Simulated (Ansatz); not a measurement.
PbF2 (rutile), relaxed with r2SCAN, was run in Ansatz under altered settings. All numbers are computed, without spin polarisation but where a row says otherwise.

```
Pb F
1.0
     5.57821    0.00000    0.00000
     0.00000    5.57821    0.00000
     0.00000    0.00000    3.93988
Pb F
2 4
Direct
  0.00000 0.00000 0.00000
  0.50000 0.50000 0.50000
  0.30923 0.30923 0.00000
  0.19077 0.80923 0.50000
  0.80923 0.19077 0.50000
  0.69077 0.69077 0.00000
```

The base run's other keys:
```yaml
kpoints:
  mp_grid: { grid: [4, 4, 4] }
hamiltonian:
  xc: r2scan
scf:
  occupations: { method: fixed }
  n_extra_bands: 5
```

It takes 7 iterations with 3147 plane waves at 500 eV and 18 k points, and leaves a mean stress of +0.02 GPa. The gap over this mesh is 4.042 eV. It ran on 4 threads of Arm Neoverse N1 (shared host).

Outcomes, with energy and stress as changes against the base:
```
                                    setting            outcome  ΔF (meV/atom)  Δ mean stress (GPa)  gap on the mesh (eV)  iterations  wall time
     scf.occupations: methfessel_paxton 0.5          converged            0.0                 0.00                 4.042           7        6 s
    scf.occupations: methfessel_paxton 0.05          converged            0.0                 0.00                 4.042           7        6 s
                             accuracy: high          converged            0.0                 0.00                 4.042          10      8.7 s
           scf.occupations: fermi_dirac 0.2          converged            0.0                 0.00                 4.042           7      6.2 s
               scf.occupations: tetrahedron  converged, warned            0.0                    –                 4.042           7        6 s
                  scf.occupations: cold 0.5          converged            0.0                 0.00                 4.042           7        6 s
                    hamiltonian.xc: mr2scan          converged              –                 0.00                 4.042           7        6 s
hamiltonian.xc: pbesol (cutoff then 420 eV)          converged              –                -0.61                 3.643           7      2.3 s
            scf.occupations: gaussian 0.001          converged            0.0                 0.00                 4.042           7      6.1 s
                         basis.ecutwfc: 600          converged           -3.2                -0.02                 4.043           7      6.8 s
         scf.occupations: fermi_dirac 0.001          converged            0.0                 0.00                 4.042           7      6.1 s
    hamiltonian.pseudopotentials: ultrasoft            refused              –                    –                     –           –     0.03 s
```
A dash marks a value that wasn't obtained or can't be compared. Stress is positive in compression. The base took 6 s.

- scf.occupations: tetrahedron. Energy, stress and gap stay within 1 meV an atom, 0.1 GPa and 0.005 eV of the base. Warned: band table not solved further, tetrahedron derivatives may miss energy slope.
- hamiltonian.xc: pbesol. The cutoff follows the functional, from 500 to 420 eV. The mean stress moves by -0.61 GPa and the gap on the mesh by -0.400 eV (to 3.643). It's another functional on the same cell, so totals aren't comparable.
- basis.ecutwfc: 600. 4119 plane waves in place of 3147. The free energy moves by -3.2 meV an atom, the mean stress by -0.02 GPa and the gap on the mesh by 0.000 eV (to 4.043). The base cutoff was converged to that degree.
- hamiltonian.pseudopotentials: ultrasoft. It is rejected at once. Error: YAML parse error: line 17 column 29: unknown variant `uspp`, expected one of nc, nc_fr, paw, paw_fr, all_electron

Within 1 meV an atom, 0.1 GPa and 0.005 eV of the base stay: scf.occupations: methfessel_paxton 0.5; scf.occupations: methfessel_paxton 0.05; accuracy: high; scf.occupations: fermi_dirac 0.2; scf.occupations: tetrahedron; scf.occupations: cold 0.5; scf.occupations: gaussian 0.001; scf.occupations: fermi_dirac 0.001.

Spin-orbit coupling is left out; in compounds of Pb, Bi, Tl or Hg it can lower a gap by up to about 1 eV, split its edges or invert the bands.
